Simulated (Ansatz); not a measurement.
An elastic tensor (GPa, Voigt order, standard axes) from r²SCAN (plane waves, PAW; program Ansatz):

```
     1    2    3    4    5    6
-  ---  ---  ---  ---  ---  ---
1  955  177  119  0.0  0.0  0.0
2  177  955  119  0.0  0.0  0.0
3  119  119  902  0.0  0.0  0.0
4  0.0  0.0  0.0  520  0.0  0.0
5  0.0  0.0  0.0  0.0  520  0.0
6  0.0  0.0  0.0  0.0  0.0  389
```

**Question.** Which of these materials gives this?
A) Ti2AlC, P6_3/mmc (Ti on 4f, Al on 2d, C on 2a)
B) C, P6_122 (C on 6b)
C) Sc2InC, P6_3/mmc (Sc on 4f, In on 2d, C on 2a)
D) Nb2SnC, P6_3/mmc (Nb on 4f, Sn on 2d, C on 2a)

**Answer.** B, C, P6_122 (C on 6b)

The start of the workflow was typed in or built on a structure type; neither database checked (COD, Materials Project) lists it. It is not the phase usual at ambient conditions (space group No. 194, 227). The cell was relaxed with r²SCAN under the symmetry of its start; whether a distortion lowers the energy is not shown.

Potentials: the later of the program's two PAW sets.
